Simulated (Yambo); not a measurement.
Absorption of CsMo2AlO8 (space group P-3m1, No. 164) with and without the electron-hole interaction (Yambo, PBEsol bands; 3×3×2 mesh, 27 valence and 18 conduction bands, static screening with 128 bands and a 3 Ry block, scissor 2.68 eV, Tamm-Dancoff; field along x). Axes are Cartesian, with cell vectors (Å) (5.65, 0.00, 0.00), (-2.83, 4.89, 0.00), (0.00, 0.00, 8.26).

```csv
E (eV),"Im ε, BSE","Im ε, independent quasiparticles"
3.00,0.03,0.03
3.10,0.03,0.03
3.20,0.04,0.03
3.30,0.04,0.04
3.40,0.04,0.04
3.50,0.05,0.04
3.60,0.05,0.04
3.70,0.06,0.04
3.80,0.06,0.04
3.90,0.08,0.05
4.00,0.10,0.05
4.10,0.13,0.05
4.20,0.16,0.05
4.30,0.21,0.06
4.40,0.34,0.06
4.50,0.45,0.07
4.60,0.37,0.07
4.70,0.31,0.07
4.80,0.26,0.08
4.90,0.23,0.09
5.00,0.25,0.09
5.10,0.32,0.10
5.20,0.49,0.11
5.30,0.82,0.12
5.40,0.92,0.13
5.50,0.66,0.15
5.60,0.54,0.16
5.70,0.53,0.18
5.80,0.60,0.21
5.90,0.78,0.25
6.00,0.92,0.29
6.10,1.06,0.35
6.20,1.16,0.45
6.30,1.20,0.59
6.40,1.26,0.83
6.50,1.31,1.26
6.60,1.32,1.99
6.70,1.23,3.18
6.80,1.14,4.00
6.90,1.15,3.78
7.00,1.28,3.61
7.10,1.47,3.64
7.20,1.61,3.84
7.30,1.69,4.49
7.40,1.85,5.11
7.50,2.06,4.86
7.60,2.10,4.21
7.70,1.91,3.65
7.80,1.89,2.95
7.90,1.97,2.46
8.00,2.02,2.17
8.10,1.94,2.08
8.20,1.86,2.25
8.30,2.01,2.82
8.40,2.28,3.51
8.50,2.40,3.79
8.60,2.27,3.62
8.70,2.20,3.29
8.80,2.28,3.33
8.90,2.35,3.59
9.00,2.49,3.67
9.10,2.42,3.47
9.20,2.33,2.94
9.30,2.33,2.45
9.40,2.52,2.21
9.50,2.70,2.13
9.60,2.80,2.14
9.70,2.83,2.21
9.80,2.76,2.38
9.90,2.70,2.71
```

The scissor comes from a G0W0 run whose convergence isn't established. Broadening 0.15 eV. The band window holds all transitions up to 12.9 eV. Fine structure above the onset can come from the mesh.

Spin-orbit splittings are left out.

Geometry of the Materials Project entry, not relaxed at this level; primitive cell a = b = 5.650 Å, c = 8.265 Å, α = β = 90.00°, γ = 120.00°.
